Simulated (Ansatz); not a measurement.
Ni7Ge4:
```
Ni7Ge4
1.0
    3.93584     0.00000     0.00000
   -1.96792     3.40854     0.00000
    0.00000     0.00000     9.93147
Ni Ge
7 4
Direct
  0.00000   0.00000   0.37328
  0.00000   0.00000   0.62672
  0.00000   0.00000   0.87892
  0.00000   0.00000   0.12108
  0.66667   0.33333   0.50000
  0.33333   0.66667   0.24453
  0.33333   0.66667   0.75547
  0.66667   0.33333   0.24391
  0.66667   0.33333   0.75609
  0.33333   0.66667   0.00000
  0.33333   0.66667   0.50000
```

Relaxed with r²SCAN.

Which orbitals make up the states near the Fermi level in r²SCAN in the plane-wave PAW code Ansatz?

Within 0.5 eV of the Fermi level: Ni 3d 71 %, Ge 4p 21 %. Projections are on Löwdin-orthogonalised atomic valence shells; empty p or d shells of many metals are not among them.

Tabulate the density of states.

States/eV per cell of 11 atoms, in 0.25 eV bins, energy from the Fermi level.

| E (eV) | total | Ni 3d | Ge 4p | Ni 4s |
|---|---|---|---|---|
| -7.85 | 0.00 | 0.00 | 0.00 | 0.00 |
| -7.60 | 0.03 | 0.00 | 0.01 | 0.01 |
| -7.35 | 1.12 | 0.16 | 0.60 | 0.28 |
| -7.10 | 2.15 | 0.33 | 1.11 | 0.54 |
| -6.85 | 3.31 | 0.59 | 1.69 | 0.68 |
| -6.60 | 2.64 | 0.54 | 1.35 | 0.47 |
| -6.35 | 3.32 | 0.77 | 1.72 | 0.53 |
| -6.10 | 4.28 | 1.09 | 2.20 | 0.60 |
| -5.85 | 3.32 | 0.99 | 1.59 | 0.41 |
| -5.60 | 2.76 | 0.94 | 1.25 | 0.34 |
| -5.35 | 4.51 | 1.64 | 2.01 | 0.55 |
| -5.10 | 4.60 | 2.05 | 1.88 | 0.42 |
| -4.85 | 6.34 | 3.16 | 2.52 | 0.44 |
| -4.60 | 7.47 | 4.03 | 2.84 | 0.43 |
| -4.35 | 8.69 | 4.97 | 3.05 | 0.44 |
| -4.10 | 11.63 | 7.38 | 3.70 | 0.30 |
| -3.85 | 7.57 | 4.96 | 2.26 | 0.18 |
| -3.60 | 9.34 | 7.07 | 1.82 | 0.23 |
| -3.35 | 11.80 | 9.85 | 1.33 | 0.31 |
| -3.10 | 20.87 | 18.46 | 1.57 | 0.27 |
| -2.85 | 15.52 | 13.84 | 0.95 | 0.25 |
| -2.60 | 19.31 | 17.39 | 1.16 | 0.21 |
| -2.35 | 18.42 | 16.89 | 1.04 | 0.17 |
| -2.10 | 19.18 | 17.68 | 1.00 | 0.17 |
| -1.85 | 14.42 | 13.53 | 0.42 | 0.14 |
| -1.60 | 19.85 | 18.84 | 0.50 | 0.14 |
| -1.35 | 33.73 | 32.11 | 0.68 | 0.27 |
| -1.10 | 21.14 | 19.72 | 0.69 | 0.23 |
| -0.85 | 13.96 | 12.90 | 0.63 | 0.16 |
| -0.60 | 9.84 | 8.46 | 0.93 | 0.20 |
| -0.35 | 5.19 | 3.98 | 0.84 | 0.14 |
| -0.10 | 6.35 | 4.61 | 1.29 | 0.15 |
| 0.15 | 6.13 | 4.17 | 1.38 | 0.16 |
| 0.40 | 3.53 | 2.08 | 1.00 | 0.12 |
| 0.65 | 3.19 | 1.70 | 0.99 | 0.12 |
| 0.90 | 3.35 | 1.64 | 1.07 | 0.12 |
| 1.15 | 4.43 | 1.97 | 1.47 | 0.17 |
| 1.40 | 3.60 | 1.45 | 1.35 | 0.14 |
| 1.65 | 3.20 | 1.18 | 1.31 | 0.13 |
| 1.90 | 3.11 | 1.05 | 1.37 | 0.14 |
| 2.15 | 3.87 | 1.22 | 1.75 | 0.26 |
| 2.40 | 3.43 | 0.95 | 1.65 | 0.24 |
| 2.65 | 3.67 | 0.95 | 1.79 | 0.31 |
| 2.90 | 3.64 | 0.84 | 1.84 | 0.32 |
| 3.15 | 2.36 | 0.47 | 1.17 | 0.28 |
| 3.40 | 3.57 | 0.76 | 1.79 | 0.48 |
| 3.65 | 3.41 | 0.66 | 1.86 | 0.42 |
| 3.90 | 3.92 | 0.70 | 2.15 | 0.59 |
| 4.15 | 3.39 | 0.56 | 1.68 | 0.71 |
| 4.40 | 3.05 | 0.41 | 1.22 | 0.85 |
| 4.65 | 3.10 | 0.38 | 1.09 | 0.90 |

Space group P-6m2. The first step of the workflow began from a Materials Project structure, measured or hypothetical; the Crystallography Open Database copy checked does not list it. Its standing as an ambient phase is unchecked. Symmetry was held in the r²SCAN relaxation; its stability against distortions is not shown here. No spin polarisation was allowed. Spin–orbit coupling is left out wherever it is not named.

Potentials: the later of the program's two PAW sets.
